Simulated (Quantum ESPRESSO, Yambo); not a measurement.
For CsTaP₂O₈ (space group C2/m, No. 12), Yambo gives the independent-particle static dielectric constant along x as 3.28 on PBEsol bands and 2.73 after a scissor of 2.70 eV widens every gap (4×4×2 mesh, 163 bands, 3 Ry local-field block, 0.2 eV broadening). Axes are Cartesian, with cell vectors (Å) (4.42, -2.65, 0.00), (4.42, 2.65, 0.00), (-0.52, 0.00, 9.00).

A scissor keeps the position matrix elements. In a one-oscillator model, how does ε − 1 scale, and what mean transition energy do the two values imply?

Each transition adds |r|²/E to ε − 1, so ε − 1 ∝ 1/(E0 + Δ). Then (2.73 − 1)/(3.28 − 1) = E0/(E0 + Δ) = 0.759, and E0 = Δ(ε' − 1)/(ε − ε') = 8.5 eV. The computed Im ε, weighted by 1/E up to 20 eV, has its mean at 9.2 eV; the smallest direct PBEsol gap is 3.46 eV. The scissor comes from a G0W0 run whose convergence isn't established. Convergence of the RPA response with its 4×4×2 mesh was not tested.

Bands from Quantum ESPRESSO.

Spin-orbit coupling is not included.

Geometry of the Materials Project entry, not relaxed at this level; primitive cell a = 5.154 Å, b = 5.154 Å, c = 9.017 Å, α = 92.81°, β = 92.81°, γ = 61.77°.

The structure is a Materials Project entry; no match was found in the copy of COD used, and its stability was not checked.
